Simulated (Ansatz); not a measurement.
Input, command and steps of an Ansatz relaxation.

```yaml
crystal:
  lattice:
    - [-2.7125371104, 2.7125371104, 6.8182504804]
    - [2.7125371104, -2.7125371104, 6.8182504804]
    - [2.7125371104, 2.7125371104, -6.8182504804]
  atoms:
    - { symbol: Na, position: [0.0, 0.0, 0.0] }
    - { symbol: Na, position: [0.75, 0.25, 0.5] }
    - { symbol: Ba, position: [0.2066, 0.2066, 0.0] }
    - { symbol: Ba, position: [0.9566, 0.4566, 0.5] }
    - { symbol: Ba, position: [0.5434, 0.0434, 0.5] }
    - { symbol: Ba, position: [0.7934, 0.7934, 0.0] }
basis:
  ecutwfc: 420
kpoints:
  mp_grid: { grid: [4, 4, 4] }
hamiltonian:
  xc: pbe
scf:
  occupations: { method: gaussian, width: 0.1 }
  lower_state_search: "off"
output:
  forces: true
  stress: true
  eigenvalues: true
relax:
  adjacent_minimum: "off"
  f_tol: 0.04
  max_steps: 70
  cell: { stress_tol: 0.4 }
```

```bash
ansatz run input.yaml --threads 1 --pin off --max-ram 2560MiB --backend cpu --events-out ev --progress --plain --runs-dir out
```

Method: DFT PBE, scalar-relativistic, plane waves, PAW in Ansatz.

Of 14 frames 10 are shown, positions in Å and forces in eV/Å; the SCF threshold varies from step to step. Steps run on the plane waves of an earlier cell, with a Pulay correction in the pressure. The basis is chosen afresh for the last frame, the zero of the energies, and at times for earlier ones too; energy and pressure step there, also at an unchanged geometry. Here that happened at step 11 (-47 meV/atom, 1.1 GPa); the frames before carry an error of that size.

```xyz
6
Lattice="-2.7125 2.7125 6.8182 2.7125 -2.7125 6.8182 2.7125 2.7125 -6.8182" Properties=species:S:1:pos:R:3:forces:R:3 pbc="T T T" step=1 free_energy_over_end_meV_per_atom=1388.56 pressure_GPa=15.48
Na    0.0000    0.0000    0.0000    0.0000    0.0000    0.0000
Na    0.0000    2.7125    3.4091    0.0000    0.0000    0.0000
Ba    0.0000    0.0000    2.8173    0.0000    0.0000    1.2715
Ba    0.0000    2.7125    6.2264    0.0000    0.0000    1.2715
Ba    0.0000    2.7125    0.5918    0.0000    0.0000   -1.2715
Ba    0.0000    0.0000   10.8192    0.0000    0.0000   -1.2715
6
Lattice="-2.8452 2.8452 7.0942 2.8452 -2.8452 7.0942 2.8452 2.8452 -7.0942" Properties=species:S:1:pos:R:3:forces:R:3 pbc="T T T" step=2 free_energy_over_end_meV_per_atom=939.15 pressure_GPa=10.05
Na    0.0000    0.0000    0.0000    0.0000    0.0000    0.0000
Na    0.0000    2.8452    3.5471    0.0000    0.0000    0.0000
Ba    0.0000    0.0000    3.0310    0.0000    0.0000    0.8835
Ba    0.0000    2.8452    6.5781    0.0000    0.0000    0.8835
Ba    0.0000    2.8452    0.5161    0.0000    0.0000   -0.8835
Ba    0.0000    0.0000   11.1573    0.0000    0.0000   -0.8835
6
Lattice="-3.1113 3.1113 7.3661 3.1113 -3.1113 7.3661 3.1113 3.1113 -7.3661" Properties=species:S:1:pos:R:3:forces:R:3 pbc="T T T" step=4 free_energy_over_end_meV_per_atom=396.68 pressure_GPa=4.10
Na    0.0000    0.0000    0.0000    0.0000    0.0000    0.0000
Na    0.0000    3.1113    3.6830    0.0000    0.0000    0.0000
Ba    0.0000    0.0000    3.3996    0.0000    0.0000    0.5341
Ba    0.0000    3.1113    7.0827    0.0000    0.0000    0.5341
Ba    0.0000    3.1113    0.2834    0.0000    0.0000   -0.5341
Ba    0.0000    0.0000   11.3325    0.0000    0.0000   -0.5341
6
Lattice="-3.2435 3.2435 7.3821 3.2435 -3.2435 7.3821 3.2435 3.2435 -7.3821" Properties=species:S:1:pos:R:3:forces:R:3 pbc="T T T" step=5 free_energy_over_end_meV_per_atom=241.85 pressure_GPa=2.12
Na    0.0000    0.0000    0.0000    0.0000    0.0000    0.0000
Na    0.0000    3.2435    3.6911    0.0000    0.0000    0.0000
Ba    0.0000    0.0000    3.5597    0.0000    0.0000    0.3935
Ba    0.0000    3.2435    7.2507    0.0000    0.0000    0.3935
Ba    0.0000    3.2435    0.1314    0.0000    0.0000   -0.3935
Ba    0.0000    0.0000   11.2046    0.0000    0.0000   -0.3935
6
Lattice="-3.4160 3.4160 7.0222 3.4160 -3.4160 7.0222 3.4160 3.4160 -7.0222" Properties=species:S:1:pos:R:3:forces:R:3 pbc="T T T" step=7 free_energy_over_end_meV_per_atom=106.74 pressure_GPa=-0.07
Na    0.0000    0.0000    0.0000    0.0000    0.0000    0.0000
Na    0.0000    3.4160    3.5111    0.0000    0.0000    0.0000
Ba    0.0000    0.0000    3.7908    0.0000    0.0000    0.1185
Ba    0.0000    3.4160    7.3019    0.0000    0.0000    0.1185
Ba    0.0000    3.4160   -0.2797    0.0000    0.0000   -0.1185
Ba    0.0000    0.0000   10.2536    0.0000    0.0000   -0.1185
6
Lattice="-3.4263 3.4263 6.7341 3.4263 -3.4263 6.7341 3.4263 3.4263 -6.7341" Properties=species:S:1:pos:R:3:forces:R:3 pbc="T T T" step=8 free_energy_over_end_meV_per_atom=89.04 pressure_GPa=-0.10
Na    0.0000    0.0000    0.0000    0.0000    0.0000    0.0000
Na    0.0000    3.4263    3.3671    0.0000    0.0000    0.0000
Ba    0.0000    0.0000    3.8280    0.0000    0.0000    0.0374
Ba    0.0000    3.4263    7.1950    0.0000    0.0000    0.0374
Ba    0.0000    3.4263   -0.4609    0.0000    0.0000   -0.0374
Ba    0.0000    0.0000    9.6403    0.0000    0.0000   -0.0374
6
Lattice="-3.4434 3.4434 6.4499 3.4434 -3.4434 6.4499 3.4434 3.4434 -6.4499" Properties=species:S:1:pos:R:3:forces:R:3 pbc="T T T" step=10 free_energy_over_end_meV_per_atom=82.52 pressure_GPa=-0.06
Na    0.0000    0.0000    0.0000    0.0000    0.0000    0.0000
Na    0.0000    3.4434    3.2249    0.0000    0.0000    0.0000
Ba    0.0000    0.0000    3.7839    0.0000    0.0000   -0.0026
Ba    0.0000    3.4434    7.0088    0.0000    0.0000   -0.0026
Ba    0.0000    3.4434   -0.5590    0.0000    0.0000    0.0026
Ba    0.0000    0.0000    9.1159    0.0000    0.0000    0.0026
6
Lattice="-3.4434 3.4434 6.4499 3.4434 -3.4434 6.4499 3.4434 3.4434 -6.4499" Properties=species:S:1:pos:R:3:forces:R:3 pbc="T T T" step=11 free_energy_over_end_meV_per_atom=35.07 pressure_GPa=1.08
Na    0.0000    0.0000    0.0000    0.0000    0.0000    0.0000
Na    0.0000    3.4434    3.2249    0.0000    0.0000    0.0000
Ba    0.0000    0.0000    3.7839    0.0000    0.0000   -0.0019
Ba    0.0000    3.4434    7.0088    0.0000    0.0000   -0.0019
Ba    0.0000    3.4434   -0.5590    0.0000    0.0000    0.0019
Ba    0.0000    0.0000    9.1159    0.0000    0.0000    0.0019
6
Lattice="-3.7147 3.7147 6.3058 3.7147 -3.7147 6.3058 3.7147 3.7147 -6.3058" Properties=species:S:1:pos:R:3:forces:R:3 pbc="T T T" step=13 free_energy_over_end_meV_per_atom=0.25 pressure_GPa=0.01
Na    0.0000    0.0000    0.0000    0.0000    0.0000    0.0000
Na    0.0000    3.7147    3.1529    0.0000    0.0000    0.0000
Ba    0.0000    0.0000    3.7362    0.0000    0.0000    0.0185
Ba    0.0000    3.7147    6.8891    0.0000    0.0000    0.0185
Ba    0.0000    3.7147   -0.5833    0.0000    0.0000   -0.0185
Ba    0.0000    0.0000    8.8754    0.0000    0.0000   -0.0185
6
Lattice="-3.7147 3.7147 6.3058 3.7147 -3.7147 6.3058 3.7147 3.7147 -6.3058" Properties=species:S:1:pos:R:3:forces:R:3 pbc="T T T" step=14 free_energy_over_end_meV_per_atom=0.00 pressure_GPa=0.02
Na    0.0000    0.0000    0.0000    0.0000    0.0000    0.0000
Na    0.0000    3.7147    3.1529    0.0000    0.0000    0.0000
Ba    0.0000    0.0000    3.7362    0.0000    0.0000    0.0184
Ba    0.0000    3.7147    6.8891    0.0000    0.0000    0.0184
Ba    0.0000    3.7147   -0.5833    0.0000    0.0000   -0.0184
Ba    0.0000    0.0000    8.8754    0.0000    0.0000   -0.0184
```

The start puts this composition into another compound's structure type, which needn't suit it. The cell swells from 33.4 to 58.0 Å³ an atom, so the end can be far from any stable crystal. At the end the space group is I4_1/amd (tolerance 0.05 Å).

The run took 110 s on 1 thread of Intel(R) Xeon(R) Platinum 8375C CPU @ 2.90GHz (Ice Lake) (shared host), peak memory 0.62 GiB.

The k mesh is coarse.